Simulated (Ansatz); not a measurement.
**Computed properties of Ca2SeO (ordering on rocksalt)**

All numbers come from Ansatz. All values are calculated for a non-magnetic cell, which may be hypothetical.

Ca2SeO, ordered on the rocksalt lattice (P4/mmm) with 4 atoms a cell, relaxed with r2SCAN. The symmetry is P4/mmm (No. 123, tetragonal); conventional cell a = 3.883 Å, c = 5.494 Å, 20.71 Å³ an atom. O has 6 Ca at 2.75 Å; Ca has 4 Se at 2.75 Å and 2 O at 2.75 Å; Se has 6 Ca at 2.75 Å; Ca has 4 O at 2.75 Å and 2 Se at 2.75 Å.

```xyz
4
Lattice="3.8829 0.0000 0.0000 0.0000 3.8829 0.0000 0.0000 0.0000 5.4945" Properties=species:S:1:pos:R:3 pbc="T T T"
O     0.0000    0.0000    0.0000
Ca    0.0000    0.0000    2.7472
Se    1.9414    1.9414    2.7472
Ca    1.9414    1.9414    0.0000
```

Relaxed lattice by functional, symmetry kept:
```csv
functional,k mesh,a (Å),c (Å),volume (Å³/atom)
PBE,6×6×4,3.903,5.526,21.04
r2SCAN,6×6×4,3.883,5.494,20.71
```

On this one geometry the levels give:
```
                                    level  k mesh  gap (eV)    kind     edges  least direct gap (eV)        rough cost
                                      PBE   6×6×6      2.06  direct         Γ                   2.06    9 core-seconds
                                  PBE+SOC   6×6×6      2.01  direct         Γ                   2.01   50 core-seconds
                                   r2SCAN   6×6×6      2.51  direct         Γ                   2.51   15 core-seconds
                                    HSE06   4×4×4      3.23  direct         Γ                   3.23  100 core-seconds
                                     PBE0   4×4×4      3.95  direct         Γ                   3.95   90 core-seconds
G0W0@PBE (247 empty bands, 120 eV, 4×4×4)   4×4×4      3.50       –  Γ (mesh)                      –    4 core-minutes
```
PBE: smearing of 0.02 eV; the others have fixed occupations.
Wave cutoffs: 420 eV, 500 eV (r2SCAN).
The G0W0 gap is PBE's gap over the path plus the quasiparticle shift read on the mesh. The G0W0 figures hold for the stated bands, cutoff and mesh and aren't extrapolated.
Costs come from shared machines and give only the order; PBE's includes the band path.

The HSE06 gap is direct at Γ: 3.23 eV. Spin-orbit coupling changes the PBE gap by -0.05 eV, to 2.01 eV.

Set against the finite-basis gap of 3.50 eV from G0W0@PBE (247 empty bands, 120 eV, 4×4×4), the closest functional is HSE06, which differs by -0.27 eV, at about 6 times r2SCAN's cost; G0W0 itself took about 15 times r2SCAN's cost. The others: PBE0 +0.45, r2SCAN -0.99, PBE -1.44 eV. The yardstick's own error is a tenth of an eV or more. r2SCAN covers 39 % of the step from PBE to HSE06, while HSE06 needs about 6 times r2SCAN's cost (on a coarser mesh). For gaps to 0.1 eV, spin-orbit coupling (up to 0.05 eV here) is at the margin. All these functionals give a gap of the same kind, direct.

r2SCAN (ground state on 6×6×4): The clamped-ion dielectric constant comes out as 4.60 along x and y, 4.46 along z. Born charges, averaged over directions: O -2.51, Ca +2.26 to +2.30, Se -2.06 e.

Only the levels marked +SOC include spin-orbit coupling.

The meshes of the hybrids are coarse, so their gaps aren't converged to the digits shown.
